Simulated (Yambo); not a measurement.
G0W0@PBEsol for K$_{2}$PdCl$_{4}$ (space group P4/mmm, No. 123) in Yambo. Reference settings: 2×2×4 Γ-centred k mesh, bands 5 to 217 and a 6 Ry block in the screening, 217 bands in G with the Bruneval-Gonze terminator, plasmon pole fitted at 27.2 eV. The PBEsol gap A → M on this mesh is 1.40 eV; G0W0 gaps are taken between the same points.

The settings were changed. The gap went from 3.75 eV to 3.78 eV, and the shift of the valence edge from -1.07 eV to -0.67 eV.

Question: What was changed between the two runs?
(A) 1 Ry block
(B) 143 bands in G, no terminator
(C) 143 bands in G
(D) 5 Ry block

Answer: B, 143 bands in G, no terminator. The others gave (gap, valence shift): 1 Ry block: 4.53, -1.57 eV; 143 bands in G: 3.76, -1.05 eV; 5 Ry block: 3.76, -1.05 eV.

Spin-orbit coupling is not included.

Geometry of the Materials Project entry, not relaxed at this level; primitive cell a = 7.058 Å, b = 7.058 Å, c = 4.096 Å, α = 90.00°, β = 90.00°, γ = 90.00°.

A shift is the quasiparticle energy of the state minus its PBEsol energy.
